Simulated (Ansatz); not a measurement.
In the program Ansatz at the r²SCAN level (PAW), CdGaNO in the trigonal phase (P3m1; Ga on 1b, Cd on 1c, O on 1b, N on 1c) relaxes to a = 3.287 Å, c = 5.701 Å. Ga has 4 nearest neighbours from 1.88 Å (tetrahedral); Cd has 4 nearest neighbours from 2.19 Å (tetrahedral). Its formation energy from the elements is -0.87 eV/atom, with no fitted shifts.

It is gapped at this level: 0.87 eV (direct). The valence maximum lies at Γ and the conduction minimum at Γ. The screened hybrid HSE06 puts the gap at 1.67 eV. Gap from r²SCAN with spin–orbit coupling: 0.86 eV. Electrons at the band edge weigh 0.13, 0.14, 0.14 mₑ (principal values).

An equation-of-state fit gives a bulk modulus of 143 GPa. Bader charges are Ga +1.70, Cd +1.11, O -1.26, N -1.55 e.

The start of the workflow was typed in or built on a structure type; neither database checked (COD, Materials Project) lists it. Whether it is the stable phase at ambient conditions was not checked. Symmetry was held in the r²SCAN relaxation; whether a distortion lowers the energy is not shown. The references are the lowest solids computed at this level, not always the standard phases (solids in place of the gases). Spin–orbit coupling is left out wherever it is not named.

Potentials: the earlier of the program's two PAW sets. The files were generated under PBE; for other functionals the program regenerates the frozen cores, and for LDA and PBEsol the local potential too.
